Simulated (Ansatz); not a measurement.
GaN (wurtzite)

```
CELL_PARAMETERS angstrom
      3.18312     0.00000     0.00000
     -1.59156     2.75667     0.00000
      0.00000     0.00000     5.18363
ATOMIC_POSITIONS crystal
  Ga 0.66667 0.33333 0.00099
  Ga 0.33333 0.66667 0.50099
  N  0.66667 0.33333 0.62421
  N  0.33333 0.66667 0.12421
```

Scan: atom 2 (Ga, nearest neighbour N at 1.946 Å; its periodic images, 3.2 Å or more away, move with it) is displaced along Cartesian [111], direction (0.577, 0.577, 0.577) in Cartesian axes, by s. The other atoms stay.

The numbers are results of r2SCAN (plane waves to 500 eV, PAW, scalar-relativistic; Ansatz, a quantum-chemistry and plane-wave program), not measurements. k mesh 10×10×5 (Γ-centred), Fermi-Dirac smearing 0.05 eV. E stands for the smeared free energy. GaN was relaxed with its symmetry unable to fall. ΔE is measured from the undisplaced structure.

| s (Å) | ΔE (meV/cell) |
|---|---|
| -0.190 | 280.8 |
| -0.152 | 180.8 |
| -0.114 | 102.2 |
| -0.076 | 45.6 |
| -0.038 | 11.4 |
| 0.000 | 0.0 |
| 0.038 | 11.5 |
| 0.076 | 46.1 |
| 0.114 | 103.9 |
| 0.152 | withheld |
| 0.190 | 288.7 |

Question: Fit a polynomial form (powers 2, 3, 4) to the given rows and predict ΔE at s = 0.152.

Answer: Least squares on the 10 given rows: ΔE = (7953)·s² + (574.5)·s³ + (-1787)·s⁴, in meV/cell with s in Å; root-mean-square residual 0.02 meV/cell. At 0.152 the fit gives 184.8 meV/cell; the calculation gives 184.7 meV/cell, so the interpolation is off by 0.1 (+0.1 %). The quadratic term alone would give 183.7 meV/cell.

(For displaced atoms, the force is minus the slope of the energy, and its curvature is a force constant, which sets phonon frequencies.)
